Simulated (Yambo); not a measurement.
Yambo run on GaN (zinc blende, space group F-43m, No. 216). The wavefunctions are PBE (stringent potentials; Quantum ESPRESSO, PseudoDojo norm-conserving, 114 Ry, no spin-orbit coupling) ones on a 6×6×6 mesh (13 occupied bands); a = b = c = 3.182 Å, α = β = γ = 60.00°.

Yambo input:

```
rim_cut
HF_and_locXC
RandQpts= 1000000
RandGvec= 1 Ry
EXXRLvcs= 114 Ry
VXCRLvcs= 456 Ry
% QPkrange
 1 | 1 | 13 | 14 |
 4 | 4 | 13 | 14 |
 13 | 13 | 13 | 14 |
%
```

k points by index: 1 = Γ, 4 = L, 13 = X.

Resulting energies as the program prints them:

```
#    K-point    Band    Eo [eV]    Ehf [eV]    Vxc [eV]    Vnlxc [eV]
#
    1    13    0.000000    -3.425370    -19.12836    -22.55373
    1    14    1.785499    5.778988    -14.16787    -10.17438
    4    13    -0.969153    -4.761100    -17.99358    -21.78552
    4    14    4.709229    9.693140    -13.95875    -8.974842
    13    13    -2.707543    -7.030750    -16.13975    -20.46295
    13    14    3.381154    7.551000    -11.92344    -7.753595
```
Exchange alone, without screening.

Geometry relaxed with PBEsol.

This is not the ordinary phase of the substance; no match was found in the copy of COD used, and its stability was not checked.
